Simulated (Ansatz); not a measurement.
The elements of this relaxed trial crystal are hidden behind letters.

```
lattice vectors (Å)
   2.1941   -7.3730    0.0000
   2.1941    7.3730    0.0000
   0.0000    0.0000    3.1308
fractional positions
X 0.0000 0.0000 0.0000
Z 0.5000 0.0000 0.5000
Z 0.0000 0.5000 0.5000
Q 0.8225 0.1775 0.0000
Q 0.1775 0.8225 0.0000
Q 0.5000 0.5000 0.5000
```

All numbers below come from DFT PBE, scalar-relativistic, plane waves, PAW in Ansatz 0.2.0. The final run on the 6-atom cell used 420 eV, a Γ-centred 10×10×12 mesh, 0.10 eV smearing and no spin polarisation.

```
Space group                                 : Cmmm (No. 65)
Conventional cell                           : a = 4.388 Å, b = 14.746 Å, c = 3.131 Å
Volume per atom                             : 16.88 Å³
Density                                     : 2.27 g/cm³
Energy over the elements                    : −0.42 eV/atom
Gap on the 10×10×12 mesh of the 6-atom cell : 0 eV (a metal)
```

Energies are uncorrected and count from the elements' standard states at the same level.

**Question.** X is an s-block element of period 3, Z is an s-block element of period 2 and Q is a p-block element of period 3. Which elements are they?

**Answer.** X = Mg, Z = Be, Q = S, so the formula is MgBe2S3. Density times volume gives a mean mass of 2.27 × 16.88/1.6605 = 23.1 u per atom, and this set has 23.1 u. Among the elements that the hints allow, noble gases aside, only these give it. Mg is surrounded by 6 S at 2.62–2.70 Å and 2 Mg at 3.13 Å; Be is surrounded by 4 S at 2.19 Å and 2 Be at 2.19 Å; around S on a site of symmetry m2m lie 4 Be at 2.19 Å and 1 Mg at 2.62 Å; 1 more site not described.

A structure relaxed within its symmetry needn't be a true minimum. Another cell of MgBe2S3 relaxed alike, in P-3m1, lies 0.35 eV/atom lower, so this cell isn't the stable form at this level.
